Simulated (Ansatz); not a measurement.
Co (hcp, Mg type)

```xyz
2
Lattice="2.4573 0.0000 0.0000 -1.2286 2.1281 0.0000 0.0000 0.0000 3.9686" Properties=species:S:1:pos:R:3 pbc="T T T"
Co     0.0000     1.4187     2.9765
Co     1.2286     0.7094     0.9922
```

The slice is a (1 -1 0 0) plane (indices of the conventional cell) through the point (0.667, 0.333, 0.250) (fractional), spanned by u = [110] and v = [001] in vectors of this cell: u (2.46 Å) and v (3.97 Å, at 90° to u). It covers one period; positions are fractions (u, v).

Calculation: PBEsol (plane waves to 420 eV, PAW, scalar-relativistic; Ansatz, a first-principles code). k mesh 22×22×12. Inside the PAW spheres the values are not all-electron values, and peaks at nuclei hang on which shells count as valence. Co was relaxed with its symmetry unable to fall. Relaxed Co ends ferromagnetic. Other magnetic orders were not checked, so this need not be the ground state.

Task: What is the ELF at the midpoint of the shortest Co–Co line in this plane (2.46 Å)?

Result: 0.3.

Task: What is the valence density on the shortest Co–Co line in this plane (2.46 Å), at its midpoint?

Result: 0.36 e/Å³.

Task: Sketch the valence electron density on this plane as a map.

Result: 
```tsv
v \ u	0.00	0.18	0.35	0.53	0.71	0.88
0.93	1.4	0.8	-0.2	-0.5	0.1	1.1
0.86	0.7	0.2	-0.4	-0.5	-0.2	0.5
0.79	-0.1	-0.3	-0.5	-0.5	-0.4	-0.2
0.71	-0.4	-0.5	-0.5	-0.5	-0.5	-0.5
0.64	-0.5	-0.5	-0.3	-0.2	-0.4	-0.5
0.57	-0.5	-0.4	-0.1	0.1	-0.2	-0.5
0.50	-0.5	-0.4	0.0	0.2	-0.1	-0.5
0.43	-0.5	-0.4	-0.1	0.1	-0.2	-0.5
0.36	-0.5	-0.5	-0.3	-0.2	-0.4	-0.5
0.29	-0.4	-0.5	-0.5	-0.5	-0.5	-0.5
0.21	-0.1	-0.3	-0.5	-0.5	-0.4	-0.2
0.14	0.7	0.2	-0.4	-0.5	-0.2	0.5
0.07	1.4	0.8	-0.2	-0.5	0.1	1.1
0.00	1.8	1.0	-0.1	-0.4	0.2	1.4
```

Values: log₁₀ of the valence density in e/Å³. The scale is logarithmic, as a density can span decades between atoms and voids.
